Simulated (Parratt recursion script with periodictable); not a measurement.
# What roughness does to the fringe maxima of Ge on SrTiO3

```
layer, from the top  thickness (Å)  density (g/cm³)  rms roughness of its top face (Å)  ρ (10⁻⁶ Å⁻²)  ρ″ (10⁻⁶ Å⁻²)
-------------------  -------------  ---------------  ---------------------------------  ------------  -------------
Ge                             300            4.488                             varied         3.045   2.276 × 10⁻⁴
SrTiO3 (substrate)               –            5.086                                3.1         3.516   3.421 × 10⁻⁴
```

ρ and ρ″ are the real and imaginary parts of the scattering length density. Vacuum lies above.

Densities are inputs, not measurements. They were set from computed cells of the Materials Project: Ge from entry mp-32 (Fd-3m, 5.279 g/cm³, taken at 85 %); SrTiO3 from entry mp-5229 (Pm-3m, 5.086 g/cm³). A layer's crystal structure does not enter its constants, only its composition and density.

Method: specular neutron reflectivity, Parratt recursion, Névot-Croce roughness, natural isotopes, no magnetic scattering (Parratt recursion script with periodictable 1.7.1).

Neutron wavelength 5.5 Å. Q is scanned from 0.004 to 0.25 Å⁻¹ in 600 evenly spaced points, and the curve is smoothed with a Gaussian of 0.001 Å⁻¹ full width. A maximum is a scan point above both neighbours; its place and height come from a parabola through R at the three points.

The table follows two fringe maxima, those next to orders 6 and 11 of m = (d/2π)(Q² − 16πρ)^½, through runs that differ in the roughness σ₁ of the film surface alone.

```
σ₁ (Å)  Q of the first (Å⁻¹)      R there  Q of the second (Å⁻¹)      R there
------  --------------------  -----------  ---------------------  -----------
0                     0.1246            ?                 0.2297            ?
4                     0.1246  6.28 × 10⁻⁶                 0.2297  3.14 × 10⁻⁷
4.2                   0.1246  6.14 × 10⁻⁶                 0.2297  2.91 × 10⁻⁷
10                    0.1247  2.15 × 10⁻⁶                 0.2298  1.90 × 10⁻⁸
```

### Question
Estimate the two heights for σ₁ = 0 Å.

### Answer
At a maximum the amplitudes from the film's two faces add: R ≈ (|r₁|g₁ + |r₂|g₂A)². Here q₀ = Q, qⱼ = (Q² − 16πρⱼ)^½ (1 film, 2 substrate), |r₁| = |q₀² − q₁²|/(q₀ + q₁)², |r₂| = |q₁² − q₂²|/(q₁ + q₂)² with the numerators taken from the constants, g₁ = exp(−q₀q₁σ₁²/2), g₂ = exp(−q₁q₂σ₂²/2), and A = exp(−8πρ″₁d/q₁) for absorption in the film.

Check on a shown row, σ₁ = 4.2 Å, second maximum: q₀ = 0.2297, q₁ = 0.2294, q₂ = 0.2293 Å⁻¹; |r₁| = 7.26 × 10⁻⁴, |r₂| = 1.13 × 10⁻⁴; g₁ = 0.628, g₂ = 0.777, A = 1.000; R ≈ 2.96 × 10⁻⁷ against 2.91 × 10⁻⁷ in the table.

- σ₁ = 0 Å, first maximum: q₀ = 0.1246, q₁ = 0.1240, q₂ = 0.1239 Å⁻¹; |r₁| = 0.00248, |r₂| = 3.85 × 10⁻⁴; g₁ = 1.00, g₂ = 0.929, A = 1.000; R ≈ 8.05 × 10⁻⁶.
- σ₁ = 0 Å, second maximum: q₀ = 0.2297, q₁ = 0.2294, q₂ = 0.2293 Å⁻¹; |r₁| = 7.26 × 10⁻⁴, |r₂| = 1.13 × 10⁻⁴; g₁ = 1.00, g₂ = 0.777, A = 1.000; R ≈ 6.62 × 10⁻⁷.

The run gave 7.80 × 10⁻⁶ and 6.55 × 10⁻⁷; the estimates are 1.03 and 1.01 times these.
